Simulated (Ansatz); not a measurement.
Values for one crystal, relaxed and computed with the program Ansatz at the PBEsol level (PAW); other levels are named.

- Volume per atom = 10.36 Å³
- Electronic character = metallic (no gap)
- Hill bulk and shear moduli = 243 and 119 GPa
- Density of states at the Fermi level = 0.82 states/eV per atom (mean over ±0.08 eV)
- Poisson's ratio = 0.29
- Bulk modulus (Birch–Murnaghan fit) = 243 GPa
- Elastic constants (relaxed ions, GPa) = C11 = 412, C12 = 192, C13 = 130, C33 = 462, C44 = 109

Q: Which compound is it?
A) Co, hcp (Mg type)
B) Hf, hcp (Mg type)
C) Zr, hcp (Mg type)
D) Os, hcp (Mg type)

A: A, Co, hcp (Mg type)

Space group P6_3/mmc (hcp (Mg type)). Symmetry was held in the PBEsol relaxation. The final state is ferromagnetic, chosen from 5 collinear starts compared on coarse meshes (ties went to the first, and starts can fall back to one state), not a proven ground state. Textbook magnetic order: ferromagnetic. As this level gives no gap, shear constants depend on the k-mesh and smearing (Fermi–Dirac, 0.1 eV here). On the denser mesh and wider smearing of the elastic run this cell carries a stress of 0.5 GPa.

Potentials: the earlier of the program's two PAW sets. The files were generated under PBE; for other functionals the program regenerates the frozen cores, and for LDA and PBEsol the local potential too.
